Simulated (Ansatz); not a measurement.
Starting cell, LiNbO3 (space group R-3c):

```yaml
crystal:
  lattice:
    - [2.56213, 1.47925, 4.51823]
    - [-2.56213, 1.47925, 4.51823]
    - [0.00000, -2.95850, 4.51823]
  atoms:
    - { symbol: Li, position: [0.75000, 0.75000, 0.75000] }
    - { symbol: Li, position: [0.25000, 0.25000, 0.25000] }
    - { symbol: Nb, position: [0.00000, 0.00000, 0.00000] }
    - { symbol: Nb, position: [0.50000, 0.50000, 0.50000] }
    - { symbol: O, position: [0.62539, 0.87461, 0.25000] }
    - { symbol: O, position: [0.37461, 0.12539, 0.75000] }
    - { symbol: O, position: [0.25000, 0.62539, 0.87461] }
    - { symbol: O, position: [0.75000, 0.37461, 0.12539] }
    - { symbol: O, position: [0.87461, 0.25000, 0.62539] }
    - { symbol: O, position: [0.12539, 0.75000, 0.37461] }
```

The atoms are displaced by Q × the pattern below (from a DFPT mode at Γ, largest move 1; Q in Å), at fixed cell.

| atom | x | y | z |
|---|---|---|---|
| Li1 | 0.000 | 0.000 | 1.000 |
| Li2 | 0.000 | 0.000 | 1.000 |
| Nb3 | 0.000 | 0.000 | -0.204 |
| Nb4 | 0.000 | 0.000 | -0.204 |
| O5 | 0.000 | 0.019 | 0.251 |
| O6 | 0.000 | 0.019 | 0.251 |
| O7 | -0.017 | -0.010 | 0.251 |
| O8 | -0.017 | -0.010 | 0.251 |
| O9 | 0.017 | -0.010 | 0.251 |
| O10 | 0.017 | -0.010 | 0.251 |

Method: LDA (plane waves to 420 eV, PAW, scalar-relativistic; Ansatz, a first-principles code). k mesh 8×8×8 (Γ-centred), Fermi-Dirac smearing 0.05 eV. Energies are smeared free energies. Stress and pressure are positive under compression. LiNbO3 is run without spin polarisation. LiNbO3 was relaxed with its symmetry unable to fall. This is one of several known forms of LiNbO3; the measured ambient cells at hand have space group No. 161. ΔE is measured from the undisplaced structure.

```tsv
Q (Å)	ΔE (eV/cell)	−dE/dQ from forces (eV/Å)	P (GPa)
-0.100	0.0055	0.121	0.22
-0.083	0.0037	0.096	0.15
-0.067	0.0023	0.073	0.10
-0.050	0.0013	0.053	0.05
-0.033	0.0006	0.034	0.02
-0.017	0.0001	0.017	0.00
0.000	0.0000	0.000	0.00
0.017	0.0001	-0.017	0.00
0.033	0.0006	-0.034	0.02
0.050	0.0013	-0.053	0.05
0.067	0.0023	-0.073	0.10
0.083	0.0037	-0.096	0.15
0.100	0.0055	-0.121	0.22
```

What the scan shows:

| Property | Result |
|---|---|
| Energy at Q = 0.100 Å | 5.5 meV/cell |
| Space group of the distorted cell | R3c (No. 161), lowered from R-3c |
| Symmetry of the curve | even: the same for both signs |
| Shape of the curve | a single well with its minimum at or next to zero displacement |
| Harmonic wavenumber from the curvature (finite differences) | 100 cm⁻¹ |
| Wavenumber by perturbation theory (DFPT, on another k mesh) | 99 cm⁻¹ |

The 13 points together took around 5 core-minutes (rough).

(For displaced atoms, the force is minus the slope of the energy, and its curvature is a force constant, which sets phonon frequencies.)
